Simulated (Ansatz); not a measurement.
NbPO₅:
```
NbPO5
1.0
    6.44851     0.00000     0.00000
    0.00000     6.44851     0.00000
    0.00000     0.00000     4.07197
Nb P O
2 2 10
Direct
  0.50000   0.00000   0.22144
  0.00000   0.50000   0.77856
  0.00000   0.00000   0.50000
  0.50000   0.50000   0.50000
  0.00000   0.80492   0.71636
  0.69508   0.50000   0.71636
  0.00000   0.19508   0.71636
  0.30492   0.50000   0.71636
  0.50000   0.69508   0.28364
  0.19508   0.00000   0.28364
  0.50000   0.30492   0.28364
  0.80492   0.00000   0.28364
  0.00000   0.50000   0.21300
  0.50000   0.00000   0.78700
```

This is the PBEsol-relaxed structure. Tensor components refer to the Cartesian frame of this cell.

### Question
All from DFT-PBEsol in the program Ansatz with PAW potentials, unless another level is named. Predict the hole effective mass with spin–orbit coupling.

### Answer
3.6 along z (mₑ).

### Question
And the band gap?

### Answer
3.28 eV (indirect).

### Question
And the conduction-band minimum?

### Answer
at M.

Space group P4/nmm. The workflow started from a Materials Project entry (that database holds measured and hypothetical structures alike); the Crystallography Open Database files this formula in space group No. 129, but the cells were not matched. Its standing as an ambient phase is unchecked. Symmetry was held in the PBEsol relaxation; whether a distortion lowers the energy is not shown. No spin polarisation was allowed. Spin–orbit coupling is left out wherever it is not named.

Potentials: the later of the program's two PAW sets.
